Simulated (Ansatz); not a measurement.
Al (fcc (Cu type)) was relaxed and computed twice in Ansatz (plane waves, PAW), once with LDA and once with PBE.

|  | run 1 | run 2 |
|---|---|---|
| cell | a = 3.9832 Å, b = 3.9832 Å, c = 3.9832 Å, α = 90.00°, β = 90.00°, γ = 90.00° | a = b = c = 4.0396 Å, α = β = γ = 90.00° |
| B₀ by P(V) fit (GPa) | 83.0 | 77.8 |

Question: Which run used which functional?

Answer: Run 1 is LDA, run 2 is PBE.

All cells were relaxed under the symmetry of their starts (and spin orders); stability against distortions was not tested throughout.

Potentials: the earlier of the program's two PAW sets.

Ansatz (a quantum-chemistry and plane-wave program) is a plane-wave DFT program.
